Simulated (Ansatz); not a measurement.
A run on La (sc type): DFT, LDA, norm-conserving pseudopotentials, Ansatz's default files, scalar-relativistic (Ansatz 0.2.0).

Command: `ansatz run input.yaml --threads 1 --pin off --max-ram 2048MiB --backend cpu --events-out ev --progress --plain --runs-dir out`

```yaml
crystal:
  lattice:
    - [2.3400530669, 0.0, 0.0]
    - [0.0, 2.3400530669, 0.0]
    - [0.0, 0.0, 2.3400530669]
  atoms:
    - { symbol: La, position: [0.0, 0.0, 0.0] }
kpoints:
  mp_grid: { grid: [13, 13, 13] }
scf:
  occupations: { method: fermi_dirac, width: 0.05 }
hamiltonian:
  xc: lda
  pseudopotentials: { kind: nc }
output:
  forces: true
  stress: true
  eigenvalues: true
```

How does the run end?

It is refused before any iteration. The log ends:
```
Error: no pseudopotential record for La at <dir> Nothing was run.
  By this build's list the table `kind: nc`, `accuracy: standard` of `hamiltonian.pseudopotentials` has no La in this build's library.
Fix: take La from another table that serves this run, or name a record of your own for La alone.
  `kind`, and `accuracy` or `source` (`level` with this project's own files alone, `core` of norm-conserving files with no table named), under `hamiltonian.pseudopotentials` apply to every element of the deck. For LDA this build's library has files of La, which may not all serve this run, under
    kind: paw      source: jth
  To change La alone, name a record of the deck's `kind` under `hamiltonian.pseudopotentials.azcp`, as `La: <path>` (`python -m ansatz.pseudopotential add <file.upf> <file.azcp>` makes one from a UPF file).
  `python` is the interpreter of the environment that holds the engine's wheel, or a checkout's `.venv/bin/python`.
```
